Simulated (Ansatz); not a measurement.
LaSb, DFT, PBEsol, all-electron LAPW, scalar-relativistic (Ansatz 0.2.0), run on 1 thread of Arm Neoverse V2 on a shared host.

The cell is COD entry 1537613, as deposited and not checked against the literature; nothing was relaxed. The listed cell was then made from it by scaling, straining or moving an atom.

Command: `ansatz run input.yaml --threads 1 --pin off --max-ram 3072MiB --backend cpu --events-out ev --progress --plain --runs-dir out`

```yaml
crystal:
  lattice:
    - [0.0, 3.1787569228, 3.1787569228]
    - [3.1787569228, 0.0, 3.1787569228]
    - [3.1787569228, 3.1787569228, 0.0]
  atoms:
    - { symbol: La, position: [0.0, 0.0, 0.0] }
    - { symbol: Sb, position: [0.5, 0.5, 0.5] }
kpoints:
  mp_grid: { grid: [10, 10, 10] }
  band_path:
    path:
      - [0.0, 0.0, 0.0]
      - [0.5, 0.0, 0.5]
      - [0.625, 0.25, 0.625]
      - [0.375, 0.375, 0.75]
      - [0.0, 0.0, 0.0]
      - [0.5, 0.5, 0.5]
      - [0.5, 0.25, 0.75]
      - [0.5, 0.0, 0.5]
    npoints: 5
scf:
  occupations: { method: fermi_dirac, width: 0.05 }
hamiltonian:
  xc: pbesol
  pseudopotentials: { kind: all_electron, lapw: { basis_error: 0.001 } }
output:
  forces: true
  stress: true
  eigenvalues: true
```

**Question.** How large is the problem that the program sets up?

**Answer.** 47 irreducible k-points, 331 plane waves at Γ, 32 bands.

**Question.** Estimate the wall time and the peak memory.

**Answer.** 14 s of wall time for 9 SCF iterations, with a peak of 0.35 GiB. Times on shared machines scatter by tens of per cent.
